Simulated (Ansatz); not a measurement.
Structure: Si5Ge, ordered on the diamond lattice (P3m1) with 6 atoms a cell, at its r2SCAN minimum. The symmetry is P3m1 (No. 156, trigonal); a = 3.873 Å, c = 9.485 Å in the conventional setting, 20.54 Å³ an atom. Si has 3 Si at 2.37 Å and 1 Ge at 2.40 Å; Si has 4 Si at 2.36–2.37 Å; Si has 1 Si at 2.35 Å and 3 Ge at 2.38 Å; Si has 4 Si at 2.35–2.37 Å; Ge has 4 Si at 2.38–2.40 Å.

```cif
data_structure
_symmetry_space_group_name_H-M 'P3m1'
_symmetry_Int_Tables_number 156
_cell_length_a 3.8731
_cell_length_b 3.8731
_cell_length_c 9.4848
_cell_angle_alpha 90.000
_cell_angle_beta 90.000
_cell_angle_gamma 120.000
_cell_volume 123.22
loop_
_atom_site_label
_atom_site_type_symbol
_atom_site_symmetry_multiplicity
_atom_site_Wyckoff_symbol
_atom_site_fract_x
_atom_site_fract_y
_atom_site_fract_z
_atom_site_occupancy
Si1 Si 1 a 0.00000 0.00000 0.99675 1
Si2 Si 1 c 0.66667 0.33333 0.66653 1
Si3 Si 1 b 0.33333 0.66667 0.33668 1
Si4 Si 1 c 0.66667 0.33333 0.91530 1
Si5 Si 1 b 0.33333 0.66667 0.58463 1
Ge1 Ge 1 a 0.00000 0.00000 0.25011 1
```

The questions ask for values computed with Ansatz on this geometry. No magnetic order and no zero-point or thermal motion; the cell was built from a prototype and may be hypothetical.

Given (12×12×4 mesh): r2SCAN gives an indirect gap of 0.73 eV, from Γ to k = (0, 0.417, 0.169); the least direct gap is 1.76 eV at Γ–A (0.30 of the way from Γ).

**Question.** Estimate the gap with PBE+SOC on 12×12×4.

**Answer.** The PBE+SOC gap is indirect, 0.50 eV (Γ to k = (0, 0.417, 0.169)), below the direct gap of 1.39 eV at Γ–A (0.30 of the way from Γ). The gap differs by -0.23 eV from r2SCAN's.

**Question.** Estimate the gap with PBE0 on 6×6×2.

**Answer.** PBE0 gives an indirect gap of 1.72 eV, from Γ to k = (0, 0.417, 0.169); the least direct gap is 2.76 eV at Γ–A (0.30 of the way from Γ). The gap differs by +0.99 eV from r2SCAN's.

**Question.** Roughly how does the cost of the PBE+SOC run (12×12×4) compare with r2SCAN's (12×12×4)?

**Answer.** About 2.7 times as much (4 core-minutes against 90 core-seconds, on 4 threads of Arm Neoverse N1, on a shared host).

Only the levels marked +SOC include spin-orbit coupling.

Where an edge lies off the special points, it is a point of the mesh or the k point where a search put PBE's edge or least direct gap, reused for the other functionals, whose own edges may lie a little apart.

Coordinates of k points refer to the reciprocal vectors of the primitive cell of the runs.

The meshes of the hybrids are coarse, so their gaps aren't converged to the digits shown.

PBE's own run along the path (0.58 eV) came before the search for the edges and missed one, so it isn't listed.
